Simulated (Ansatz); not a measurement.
# MnPt$_{3}$: which magnetic order is lowest?

```xyz
8
Lattice="7.8000 0.0000 0.0000 0.0000 3.9000 0.0000 0.0000 0.0000 3.9000" Properties=species:S:1:pos:R:3 pbc="T T T"
Mn    0.0000    0.0000    0.0000
Pt    0.0000    1.9500    1.9500
Pt    1.9500    0.0000    1.9500
Pt    1.9500    1.9500    0.0000
Mn    3.9000    0.0000    0.0000
Pt    3.9000    1.9500    1.9500
Pt    5.8500    0.0000    1.9500
Pt    5.8500    1.9500    0.0000
```

Computed with plane-wave PAW DFT (Ansatz 0.2.0): r2SCAN, 500 eV cutoff, 4×8×8 Γ-centred mesh, fermi-dirac occupations of width 0.050 eV. The atoms are fixed and numbered as listed; spin is collinear, without spin-orbit coupling.

Different starts of the self-consistent cycle ended in different solutions. Their moments in μB:

```json
{"state": "A", "Mn1": "0.00", "Mn5": "0.00", "other atoms together": "0.00", "size of the net moment a cell": "0.00"}
{"state": "B", "Mn1": "4.04", "Mn5": "4.04", "other atoms together": "0.95", "size of the net moment a cell": "8.91"}
{"state": "C", "Mn1": "4.08", "Mn5": "-4.08", "other atoms together": "0.00", "size of the net moment a cell": "0.00"}
```

Site moments are taken in small spheres that don't touch (radius about 0.4 of the atom's shortest bond), so those of the magnetic atoms read low, and they needn't add up to the net moment. State A was run without spin polarisation.

Which state has the lowest energy at zero smearing, and how far up are the others?

State B (parallel moments) is lowest; C (antiparallel, compensated) lies 8.8 meV above it, A (without moments) lies 692 meV above it, all counted an atom of the cell.

Which states have a gap on the mesh, and what pressure does each exert on this cell?

A: no gap, -11.3 GPa; B: no gap, 1.5 GPa; C: no gap, 2.2 GPa (positive in compression). Moments take up room: without them the pressure is lower, so that state wants a smaller cell.

What does magnetism gain here?

692 meV an atom of the cell, or 2766 meV for each Mn atom, against state A, which has none. In a metal like this the level decides whether moments form at all, so this is no ordering energy.

The cell is that of a Crystallography Open Database entry, unchanged but doubled along one cell vector so that moments can oppose.

Caveats: only orders that fit this cell and collinear spins were tried, so the true order may need a larger cell or canted moments; atoms and cell are not relaxed, and each state would relax in its own way; r2SCAN overestimates the moments and magnetic energies of itinerant metals, and can make a paramagnetic metal magnetic; the k mesh is coarse, so differences of a few meV are uncertain where a state is a metal; one start a pattern, so a lower state of the same pattern may exist.
